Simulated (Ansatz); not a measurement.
A generator proposed this cell of ScZnC₄N₄.

```
CELL_PARAMETERS angstrom
6.00387 0.00000 0.00000
0.00000 6.00387 0.00000
0.00000 0.00000 6.00387
ATOMIC_POSITIONS crystal
Sc 0.00000 0.00000 0.00000
Zn 0.50000 0.50000 0.50000
C 0.19444 0.19444 0.19444
C 0.19444 0.80556 0.80556
C 0.80556 0.19444 0.80556
C 0.80556 0.80556 0.19444
N 0.30695 0.30695 0.30695
N 0.30695 0.69305 0.69305
N 0.69305 0.30695 0.69305
N 0.69305 0.69305 0.30695
```

Computed with DFT PBE, scalar-relativistic, plane waves, PAW in Ansatz 0.2.0. Cutoff 420 eV; k points 4×4×4 on the computed 10-atom cell (Γ-centred); Gaussian smearing, width 0.10 eV; no spin polarisation.

Energies over the elements count from the elements' standard structures at the same level (N₂ as a molecule), with no fitted energy shifts.

Problem. What does a single point on this coarse mesh give?

Solution. The pressure is 6.3 GPa (it wants to expand), the largest force is 2.86 eV/Å, and the energy is +0.33 eV/atom against the elements. The shortest distance is 1.17 Å.

Problem. How much does it gain on relaxing, and where does it end?

Solution. Relaxing gains about 0.15 eV/atom (the start's value is from the coarse mesh, so the gain is rough) in 10 ionic steps and ends at +0.18 eV/atom on the finer mesh. The symmetry stays P-43m (No. 215). The volume per atom grows by 12.7 %, from 21.6 to 24.4 Å³. The shortest distance stays 1.17 Å (C–N). Conventional cell: a = 6.247 Å. Around Sc lie 4 C at 2.28 Å; around Zn lie 4 N at 1.96 Å; C has 1 N at 1.17 Å and 1 Sc at 2.28 Å; N is surrounded by 1 C at 1.17 Å and 1 Zn at 1.96 Å.

The last run used collinear spin, a 6×6×6 mesh for its 10-atom cell and Gaussian smearing of 0.10 eV. The reference form of C is held partly by dispersion forces, which this level lacks. Another magnetic order may lie lower. The relaxation can't lower the symmetry of the start. Symmetry constrained the relaxation, so the result can be a saddle point.
